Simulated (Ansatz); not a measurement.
**Rh: zone-centre modes under pressure**

Rh, P6_3/mmc, a = 2.672 Å, c = 4.306 Å. This isn't the element's structure at ambient conditions. Ansatz: LDA, PAW, 420 eV, Γ-centred 18×18×10 mesh on 2 atoms, Fermi-Dirac smearing 0.15 eV; no spin polarisation. Cell and atoms are relaxed at each pressure with the symmetry kept; optical modes at Γ by linear response, in cm⁻¹, matched by rank (the highest 2 distinct ones).

| P (GPa) | V (Å³/atom) | ω1 | ω2 |
| --- | --- | --- | --- |
| 0 | 13.316 | 156.2 | 257.1 |
| 7 | 13.033 | 162.0 | 272.0 |
| 18 | 12.652 | 170.2 | 292.9 |
| 35 | 12.168 | ? | ? |

Question: Get each mode's Grüneisen parameter γ = −d ln ω/d ln V from the other rows and predict the missing frequencies.

Answer: ln(V/V0) = 0.0000, -0.0215, -0.0512, -0.0902; a line through ln(ω/ω0) of the 3 known rows gives ω1: γ = 1.676 (intercept 0.0002), predicted 181.7, computed 181.4; ω2: γ = 2.543 (intercept 0.0006), predicted 323.6, computed 320.9. The worst miss is 0.8 %, or 4 % of the shift under pressure, so a constant γ serves at that level. In a metal these frequencies hang on the mesh and smearing.

Cost: 4 runs of about 2.4 core-minutes in all, on Intel Xeon 6975P-C (Granite Rapids) (shared hosts).